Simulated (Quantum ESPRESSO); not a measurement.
# AsSiF3O3: input and log of a self-consistent run

Computed values, not a measurement. The program is pw.x of Quantum ESPRESSO 7.5 (plane-wave density functional theory). The cell is made up: 8 atoms on a quartz lattice with one site empty, with randomly drawn elements, strain and displacements, not relaxed. PseudoDojo standard norm-conserving files (v0.5 for PBE, v0.4.1 for LDA and PBEsol) set the functional; there is no spin polarisation, spin-orbit coupling or dispersion term, and the masses in the input are unused placeholders.

Input:

```
&control calculation='scf', pseudo_dir='./dojo.nc.sr.pbe.v0_5.standard.upf', outdir='./o', disk_io='low', tprnfor=.true., tstress=.true. /
&system ibrav=0, nat=8, ntyp=4, nbnd=35, ecutwfc=84.00895049, nosym=.true., tot_charge=0,
 occupations='smearing', smearing='fd', degauss=0.0018374661
/
&electrons conv_thr=7.350e-09, electron_maxstep=60, /
ATOMIC_SPECIES
As 1.0 As.upf
F 1.0 F.upf
O 1.0 O.upf
Si 1.0 Si.upf
CELL_PARAMETERS angstrom
4.9976 0.0 0.0
-2.4988 4.3281 0.0
0.0 0.0 5.4855
ATOMIC_POSITIONS angstrom
As -1.1474 2.1468 1.765
Si 1.3041 2.3422 0.0229
F 1.4733 1.2165 4.3157
F 3.3198 0.6755 2.5297
O 2.7586 2.5738 0.7089
F 0.2537 1.8203 1.1252
O -1.1109 3.1438 3.0275
O 0.8613 3.7618 4.8598
K_POINTS automatic
5 5 4 1 1 1
```

The log is shortened where brackets say so; the opening notice, blank lines, dates and the lines on written files are dropped, and the path of the files is cut. It prints rydbergs, bohrs and kilobars, and counts compression as positive stress. With no partly filled state, the Fermi energy that it prints is only some level between the filled and the empty states on the mesh, and need not lie in the true gap.

```
     Program PWSCF v.7.5
     Parallel version (MPI & OpenMP), running on       4 processor cores
     Number of MPI processes:                 4
     Threads/MPI process:                     1
     [start-up lines left out]
     bravais-lattice index     =            0
     lattice parameter (alat)  =       9.4441  a.u.
     unit-cell volume          =     800.7033 (a.u.)^3
     number of atoms/cell      =            8
     number of atomic types    =            4
     number of electrons       =        58.00
     number of Kohn-Sham states=           35
     kinetic-energy cutoff     =      84.0090  Ry
     charge density cutoff     =     336.0358  Ry
     scf convergence threshold =      7.3E-09
     mixing beta               =       0.7000
     number of iterations used =            8  plain     mixing
     Exchange-correlation= PBE
                           (   1   4   3   4   0   0   0)
     [axes and pseudopotential details left out]
   Cartesian axes
     site n.     atom                  positions (alat units)
         1        As     tau(   1) = (  -0.2295902   0.4295662   0.3531695  )
         2        Si     tau(   2) = (   0.2609453   0.4686650   0.0045822  )
         3        F      tau(   3) = (   0.2948015   0.2434168   0.8635545  )
         4        F      tau(   4) = (   0.6642789   0.1351649   0.5061830  )
         5        O      tau(   5) = (   0.5519850   0.5150072   0.1418481  )
         6        F      tau(   6) = (   0.0507644   0.3642348   0.2251481  )
         7        O      tau(   7) = (  -0.2222867   0.6290619   0.6057908  )
         8        O      tau(   8) = (   0.1723427   0.7527213   0.9724268  )
     number of k points=    50  Fermi-Dirac smearing, width (Ry)=  0.0018
                       cart. coord. in units 2pi/alat
        k(    1) = (   0.1000000   0.1732030   0.1138821), wk =   0.0400000
        k(    2) = (   0.1000000   0.1732030   0.3416462), wk =   0.0400000
     [further k points left out]
     Dense  grid:    83317 G-vectors     FFT dimensions: (  60,  60,  64)
     Estimated max dynamical RAM per process >     182.45 MB
     Estimated total dynamical RAM >     668.79 MB
     Initial potential from superposition of free atoms
     starting charge      57.9991, renormalised to      58.0000
     Starting wfcs are   37 randomized atomic wfcs
     total cpu time spent up to now is        4.0 secs
     per-process dynamical memory:   140.9 Mb
     Self-consistent Calculation
     iteration #  1     ecut=    84.01 Ry     beta= 0.70
     Davidson diagonalization with overlap
     ethr =  1.00E-02,  avg # of iterations =  3.0
     total cpu time spent up to now is       12.8 secs
     total energy              =    -466.28553239 Ry
     estimated scf accuracy    <       2.51718667 Ry
     iteration #  2     ecut=    84.01 Ry     beta= 0.70
     Davidson diagonalization with overlap
     ethr =  4.34E-03,  avg # of iterations =  3.0
     total cpu time spent up to now is       19.1 secs
     total energy              =    -465.44391613 Ry
     estimated scf accuracy    <       9.89891670 Ry
     iteration #  3     ecut=    84.01 Ry     beta= 0.70
     Davidson diagonalization with overlap
     ethr =  4.34E-03,  avg # of iterations =  3.0
     total cpu time spent up to now is       27.7 secs
     total energy              =    -467.48458366 Ry
     estimated scf accuracy    <       0.68619213 Ry
     iteration #  4     ecut=    84.01 Ry     beta= 0.70
     Davidson diagonalization with overlap
     ethr =  1.18E-03,  avg # of iterations =  2.0
     total cpu time spent up to now is       34.1 secs
     total energy              =    -467.49386572 Ry
     estimated scf accuracy    <       0.17385078 Ry
     iteration #  5     ecut=    84.01 Ry     beta= 0.70
     Davidson diagonalization with overlap
     ethr =  3.00E-04,  avg # of iterations =  2.0
     total cpu time spent up to now is       42.2 secs
     total energy              =    -467.49715684 Ry
     estimated scf accuracy    <       0.02908331 Ry
     [iterations 6 to 8 left out]
     iteration #  9     ecut=    84.01 Ry     beta= 0.70
     Davidson diagonalization with overlap
     ethr =  1.72E-07,  avg # of iterations =  2.0
     total cpu time spent up to now is       75.7 secs
     total energy              =    -467.50256446 Ry
     estimated scf accuracy    <       0.00000922 Ry
     iteration # 10     ecut=    84.01 Ry     beta= 0.70
     Davidson diagonalization with overlap
     ethr =  1.59E-08,  avg # of iterations =  2.2
     total cpu time spent up to now is       81.9 secs
     total energy              =    -467.50256627 Ry
     estimated scf accuracy    <       0.00000179 Ry
     iteration # 11     ecut=    84.01 Ry     beta= 0.70
     Davidson diagonalization with overlap
     ethr =  3.08E-09,  avg # of iterations =  2.0
     total cpu time spent up to now is       88.6 secs
     total energy              =    -467.50256662 Ry
     estimated scf accuracy    <       0.00000006 Ry
     iteration # 12     ecut=    84.01 Ry     beta= 0.70
     Davidson diagonalization with overlap
     ethr =  9.84E-11,  avg # of iterations =  3.8
     total cpu time spent up to now is       96.5 secs
     total energy              =    -467.50256663 Ry
     estimated scf accuracy    <       0.00000002 Ry
     iteration # 13     ecut=    84.01 Ry     beta= 0.70
     Davidson diagonalization with overlap
     ethr =  3.93E-11,  avg # of iterations =  2.0
     total cpu time spent up to now is      102.2 secs
     End of self-consistent calculation
          k = 0.1000 0.1732 0.1139 ( 10413 PWs)   bands (ev):
   -36.0218 -35.7979 -35.6731 -35.5350 -35.5012 -27.9007 -21.2077 -20.3978
   -19.0316 -15.3950 -13.1477 -12.3751  -8.6617  -8.0581  -7.2680  -4.9523
    -3.3340  -2.6989  -2.4561  -1.7985  -1.5168  -1.1975  -0.8548  -0.8090
     1.2422   1.3741   1.5896   2.8203   2.9039   4.7344   8.0117   9.0189
    10.0340  10.3000  10.5340
     [levels at the other k points left out]
     the Fermi energy is     3.7604 ev
!    total energy              =    -467.50256664 Ry
     estimated scf accuracy    <          8.0E-10 Ry
     smearing contrib. (-TS)   =      -0.00000000 Ry
     internal energy E=F+TS    =    -467.50256664 Ry
     The total energy is F=E-TS. E is the sum of the following terms:
     one-electron contribution =    -338.37670067 Ry
     hartree contribution      =     194.54867000 Ry
     xc contribution           =    -109.24555148 Ry
     ewald contribution        =    -214.42898449 Ry
     convergence has been achieved in  13 iterations
     Forces acting on atoms (cartesian axes, Ry/au):
     atom    1 type  1   force =    -0.28492196    0.03633990    0.42221513
     atom    2 type  4   force =     0.08549775    0.17981094   -0.35321638
     atom    3 type  2   force =    -0.03049407    0.03323064    0.09079451
     atom    4 type  2   force =     0.02774833   -0.01024338   -0.05595642
     atom    5 type  3   force =    -0.10019160    0.01881782   -0.13462669
     atom    6 type  2   force =     0.25780062   -0.17113262   -0.06182065
     atom    7 type  3   force =     0.02790767    0.01708618   -0.01670376
     atom    8 type  3   force =     0.01665327   -0.10390949    0.10931425
     Total force =     0.769360     Total SCF correction =     0.000065
     Computing stress (Cartesian axis) and pressure
          total   stress  (Ry/bohr**3)                   (kbar)     P=      140.04
   0.00214363  -0.00021535  -0.00020434          315.34      -31.68      -30.06
  -0.00021535  -0.00003082  -0.00004856          -31.68       -4.53       -7.14
  -0.00020434  -0.00004856   0.00074316          -30.06       -7.14      109.32
     init_run     :      3.66s CPU      3.89s WALL (       1 calls)
     electrons    :     97.05s CPU     98.26s WALL (       1 calls)
     forces       :      1.00s CPU      1.05s WALL (       1 calls)
     stress       :      3.29s CPU      3.29s WALL (       1 calls)
     [timing details left out]
     PWSCF        :   1m45.11s CPU   1m46.68s WALL
     JOB DONE.
```

In other units: free energy -6360.696 eV for the cell, pressure 14.00 GPa, largest force component 10.856 eV/Å. A rerun of this cell at a cutoff of 1437 eV and k mesh 7 x 7 x 6 moved values by no more than 0.004 eV in energy, 0.02 GPa in stress and 0.003 eV/Å in force.